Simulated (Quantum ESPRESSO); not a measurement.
**Band energies of Rb2NaAlF6**

```xyz
10
Lattice="0.0000 4.2246 4.2246 4.2246 0.0000 4.2246 4.2246 4.2246 0.0000" Properties=species:S:1:pos:R:3 pbc="T T T"
F      1.8495     4.2246     4.2246
F      6.5997     4.2246     4.2246
F      4.2246     1.8495     4.2246
F      4.2246     6.5997     4.2246
F      4.2246     4.2246     1.8495
F      4.2246     4.2246     6.5997
Na     4.2246     4.2246     4.2246
Al     0.0000     0.0000     0.0000
Rb     6.3370     6.3370     6.3370
Rb     2.1123     2.1123     2.1123
```

LDA (Quantum ESPRESSO, PseudoDojo norm-conserving, 88 Ry, without SOC); path ΓXWKΓLUWLK,UX; energies in eV from the valence-band maximum.

```csv
k (1/Å),point,band 32,band 33,band 34,band 35,band 36,band 37,band 38,band 39
0.00,Γ,-0.40,-0.40,0.00,0.00,0.00,6.45,9.32,9.32
0.19,,-0.42,-0.42,-0.04,-0.04,0.00,6.71,9.44,9.48
0.37,,-0.48,-0.48,-0.14,-0.14,-0.01,7.39,9.56,9.75
0.74,X,-0.56,-0.56,-0.29,-0.29,-0.01,9.02,9.17,10.17
0.74,W,-0.66,-0.57,-0.30,-0.14,-0.14,9.24,9.66,9.66
1.01,K,-0.64,-0.54,-0.26,-0.23,-0.07,9.15,9.37,9.79
1.20,,-0.61,-0.50,-0.19,-0.15,-0.12,8.45,9.60,9.89
1.40,,-0.51,-0.45,-0.11,-0.11,-0.07,7.49,9.60,9.94
1.80,Γ,-0.40,-0.40,0.00,0.00,0.00,6.45,9.32,9.32
1.96,,-0.41,-0.41,-0.02,-0.02,-0.01,6.64,9.43,9.43
2.28,,-0.46,-0.46,-0.13,-0.13,-0.09,7.89,9.28,10.15
2.44,L,-0.47,-0.47,-0.14,-0.14,-0.11,8.51,8.81,10.39
2.89,U,-0.64,-0.54,-0.26,-0.23,-0.07,9.15,9.37,9.79
2.89,W,-0.66,-0.57,-0.30,-0.14,-0.14,9.24,9.66,9.66
3.16,,-0.59,-0.51,-0.22,-0.14,-0.13,8.79,9.14,10.06
3.29,,-0.51,-0.49,-0.16,-0.14,-0.12,8.59,8.90,10.28
3.42,L,-0.47,-0.47,-0.14,-0.14,-0.11,8.51,8.81,10.39
3.53,,-0.50,-0.48,-0.16,-0.15,-0.12,8.57,8.88,10.31
3.65,,-0.58,-0.50,-0.19,-0.16,-0.11,8.73,9.06,10.12
3.88,K,-0.64,-0.54,-0.26,-0.23,-0.07,9.15,9.37,9.79
3.88,U,-0.64,-0.54,-0.26,-0.23,-0.07,9.15,9.37,9.79
4.14,X,-0.56,-0.56,-0.29,-0.29,-0.01,9.02,9.17,10.17
```

The LDA gap is direct, 6.45 eV at Γ. Another valence extremum on the path lies within 0.02 eV, too close to call.

Geometry of the Materials Project entry, not relaxed at this level.

The structure is a Materials Project entry; no match was found in the copy of COD used, and its stability was not checked.
